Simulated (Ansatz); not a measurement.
# Formation energy of B2W

```
B W
1.0
     3.01195    0.00000    0.00000
    -1.50598    2.60843    0.00000
     0.00000    0.00000    3.31268
B W
2 1
Cartesian
  0.0000 1.7390 1.6563
  1.5060 0.8695 1.6563
  0.0000 0.0000 0.0000
```

The cell comes from a relaxation on PAW files under the same functional, begun from a database entry that needn't be the ground state.

Computed with Ansatz 0.2.0; functional PBEsol, scalar-relativistic. Settings: a Γ-centred 14×14×12 k mesh, Fermi–Dirac smearing of 0.05 eV, no spin polarisation. Methods: LAPW: all electrons, basis error target 0.5 meV/atom; PAW: frozen-core files, cutoff 420 eV; crystal datasets: all electrons, by PAW datasets that the program makes for each cell.

The elements are taken as B alpha-B12, W bcc, each relaxed on PAW files under the same functional and computed by the same method as the compound; zero-point and thermal terms are left out.

Spin–orbit coupling is left out, which matters for the heavy atoms. The PAW files were made under PBE. The relaxed volume lies +8 % from the database entry's, so this cell isn't the real material's; missing dispersion or a faulty entry can cause that.

Q: What is the formation energy by LAPW, and how far do the other methods lie from it?

A: -0.133 eV/atom; PAW -1.4 meV/atom; crystal datasets 0.0 meV/atom. The compound is bound against these elements; other compounds of the system weren't compared.

Q: Give the LAPW value for one formula unit in kJ/mol.

A: -0.133 eV/atom × 3 atoms × 96.485 kJ/(mol·eV) = -38.5 kJ/mol, at zero temperature and without zero-point motion.
